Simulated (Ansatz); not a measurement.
Input and command of a plane-wave DFT calculation in Ansatz:

```yaml
crystal:
  lattice:
    - [0.0, 2.87509105, 2.87509105]
    - [2.87509105, 0.0, 2.87509105]
    - [2.87509105, 2.87509105, 0.0]
  atoms:
    - { symbol: Ga, position: [0.0, 0.0, 0.0] }
    - { symbol: As, position: [0.75, 0.75, 0.75] }
basis:
  ecutwfc: 500
kpoints:
  mp_grid: { grid: [6, 6, 6] }
hamiltonian:
  xc: r2scan
scf:
  occupations: { method: gaussian, width: 0.1 }
output:
  forces: true
  stress: true
  eigenvalues: true
```

```bash
ansatz run input.yaml --threads 8 --pin off --max-ram 20480MiB --backend cpu --events-out ev --progress --plain --runs-dir out
```

Processor: Intel(R) Xeon(R) Platinum 8488C (Sapphire Rapids), 8 threads, on a host shared with other jobs.

Task: Estimate time, memory and problem size.

Result: About 0.6 s on 8 threads of Intel(R) Xeon(R) Platinum 8488C (Sapphire Rapids) (shared host), peak memory 0.54 GiB. It solves 18 bands at 16 k points (the mesh reduced by the symmetry that the task leaves, which can be less than the crystal's) with about 1243 plane waves, in 7 SCF iterations.
